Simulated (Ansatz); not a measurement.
## A vibration from a frozen displacement in SiW₃

Theory: Ansatz 0.2.0, DFT r2SCAN, scalar-relativistic, plane waves, PAW. The runs took a 500 eV cutoff, a Γ-centred 14×14×14 mesh and Gaussian smearing (0.15 eV). Spin–orbit coupling is left out, which matters for the heavy elements here. No spin polarisation. Energies are free energies at this smearing, counted from the undisturbed cell; pressure is positive in compression.

The undisturbed cell (relaxed at this level; it needn't be the usual structure):

```
CELL_PARAMETERS angstrom
-2.58915 2.58915 2.58915
2.58915 -2.58915 2.58915
2.58915 2.58915 -2.58915
ATOMIC_POSITIONS crystal
Si 0.00000 0.00000 0.00000
W 0.50000 0.50000 0.00000
W 0.50000 0.00000 0.50000
W 0.00000 0.50000 0.50000
```

Atom 2 (W) is moved by x along the Cartesian unit vector (0.000, 0.000, 1.000); the cell and all other atoms stay fixed. The cell's volume is 69.43 Å³; the moved atoms weigh 183.840 u together and the others 395.765 u.

| x (Å) | ΔE (meV/cell) | total force on the moved atoms along the move (eV/Å) | pressure (GPa) |
| --- | --- | --- | --- |
| -0.1000 | -15.63 | -0.2515 | 0.3470 |
| -0.0500 | -4.55 | -0.1729 | 0.1180 |
| 0.0000 | 0.00 | 0.0000 | 0.0328 |
| 0.0750 | -9.61 | 0.2263 | 0.2169 |

Question: What frequency belongs to this motion?

Answer: The force constant is k = −dF/dx = -3.282 eV/Å², from the parabola through x = -0.0500, 0 and 0.0750. In every cell the moved atoms swing against the rest, so the mass is μ = m₁m₂/(m₁ + m₂) = 125.529 u, and ν̃ = 521.5 cm⁻¹ × √(|k|/μ) = 84i cm⁻¹. Steps this long are already anharmonic: the energies of the same points give k = -3.507 eV/Å², so the harmonic k is uncertain by that gap or more. The pattern needn't be a normal mode: ν̃² is then a weighted mean of the squared nonzero frequencies at the zone centre of this cell, so it lies between the lowest and the highest of them, and at least one of them is imaginary.

Question: Where does the displacement stop?

Answer: Not within the scan: the energy still falls at its end, so along this line the minimum lies further out.

In a metal these slopes depend on the k mesh and the smearing.

Cost: 4 runs of about 2 core-minutes in all, on AMD EPYC 9R45 (Zen 5) (shared hosts).